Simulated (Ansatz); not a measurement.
Q: Volume from PBE minus that from HSE06 (% of the latter), each on its own relaxed cell (Ansatz, a quantum-chemistry and plane-wave program, plane waves, PAW; no spin–orbit coupling, no Hubbard U), over 34 phases of the class «halides»: what sign and size do you expect?

A: Mean 2.0 %, median 1.8 %, mean absolute 2.1 %; eight in ten lie between 0.4 and 3.7 %, and 94 % are above zero.

Some cases that may be named, with their rank among the 34 from the lowest: CuCl, zinc blende -1.3 % (rank 1); CuI, zinc blende -0.7 % (rank 2); NaI, rock salt 1.8 % (rank 17); RbBr, rock salt 1.9 % (rank 18); NaF, rock salt 4.1 % (rank 33); LiF, rock salt 4.3 % (rank 34).

The phases are those computed here (of each formula those with measured values and the lowest at some level), not a balanced benchmark, and neither functional is the truth. Pairs that end in unlike spin orders or unlike minima (c/a over 6 % apart, 30 % for weakly bound crystals), magnets with 4f shells, solids of gases and phases set aside for tests are left out.

1 of the phases carry moments, in the orders computed and without U.

All cells were relaxed under the symmetry of their starts (and spin orders); stability against distortions was not tested throughout. Named crystals with no word on spin ran without spin polarisation. Spin–orbit coupling is left out wherever it is not named.

Potentials: the later of the program's two PAW sets.

Ansatz is a plane-wave DFT program.
